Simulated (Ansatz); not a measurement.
ZrO2:
```cif
data_O2Zr
_chemical_formula_sum 'Zr1 O2'
_space_group_name_H-M_alt 'P 1'
_space_group_IT_number 1
_cell_length_a 3.61747
_cell_length_b 3.61747
_cell_length_c 3.61747
_cell_angle_alpha 60.000
_cell_angle_beta 60.000
_cell_angle_gamma 60.000
loop_
_space_group_symop_operation_xyz
  'x, y, z'
loop_
_atom_site_label
_atom_site_type_symbol
_atom_site_fract_x
_atom_site_fract_y
_atom_site_fract_z
_atom_site_occupancy
Zr1 Zr 0.00000 0.00000 0.00000 1
O1 O 0.25000 0.25000 0.25000 1
O2 O 0.75000 0.75000 0.75000 1
```

Relaxed with PBE. PBE (plane waves, PAW; program Ansatz) gives a gap of 3.32 eV.

**Question.** What gap does HSE06 give on the same cell (Ansatz, PAW)?

**Answer.** 4.93 eV, 1.61 eV more. The hybrid was solved on a coarser mesh and at special points; its gap is the smallest among all of these.

```
k  v1 PBE  c1 PBE  v1 HSE06  c1 HSE06
-  ------  ------  --------  --------
Γ   -0.53    3.32     -0.58      4.93
X    0.00    3.75         ?         ?
L   -1.63    3.94         ?         ?
W   -0.20    4.38         ?         ?
K   -0.33    3.97         ?         ?
```

**Question.** Top valence (v1) and lowest conduction level (c1) in eV from each method's valence maximum (which need not be a listed point): supply the withheld HSE06 values.

**Answer.** 
- W, v1 HSE06: -0.21
- W, c1 HSE06: 6.00
- L, v1 HSE06: -1.80
- L, c1 HSE06: 5.59
- X, v1 HSE06: 0.00
- X, c1 HSE06: 5.31
- K, v1 HSE06: -0.35
- K, c1 HSE06: 5.56

Cost on shared cores: the PBE run (SCF on a 9×9×9 mesh, then bands and DOS) about 8 core-seconds (a rough figure), the HSE06 run (SCF on 7×7×7, then a few points) very roughly 2.1 core-minutes; the tasks are unlike.

Space group Fm-3m (fluorite). This is a known high-temperature phase of the composition, computed here at zero pressure and temperature. The cell was relaxed with PBE under the symmetry of its start; whether a distortion lowers the energy is not shown. No spin polarisation was allowed. Spin–orbit coupling is left out wherever it is not named.

Potentials: the later of the program's two PAW sets.
